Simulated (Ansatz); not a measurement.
Zr (hcp, Mg type)

```
Zr
1.0
    3.23126     0.00000     0.00000
   -1.61563     2.79835     0.00000
    0.00000     0.00000     5.17316
Zr
2
Direct
  0.33333   0.66667   0.75000
  0.66667   0.33333   0.25000
```

This relaxed cell (volume V₀) is scaled evenly in all directions, its shape held. Symmetry pins the atoms to their sites.

The numbers are results of PBE (plane waves to 420 eV, PAW, scalar-relativistic; Ansatz, a quantum-chemistry and plane-wave program), not measurements. k mesh 17×17×9 (Γ-centred), Fermi-Dirac smearing 0.05 eV. E stands for the smeared free energy. Compression counts positive. With the shape held, the modulus is that of even scaling; a crystal free to change shape is softer. Zr is run without spin polarisation. Zr was relaxed with its symmetry unable to fall. The zero of ΔE is the relaxed starting cell.

The scan covers V/V₀ from 0.900 to 1.100 in 9 points.

Question: What pressure does the cell carry at V/V₀ = 0.900?

Answer: 11.7 GPa.

Question: What is ΔE at V/V₀ = 1.100?

Answer: 60 meV/atom.

Question: What is ΔE at V/V₀ = 0.900?

Answer: 80 meV/atom.

(Under strain, the slope of the energy per volume gives the stress and its curvature an elastic modulus.)
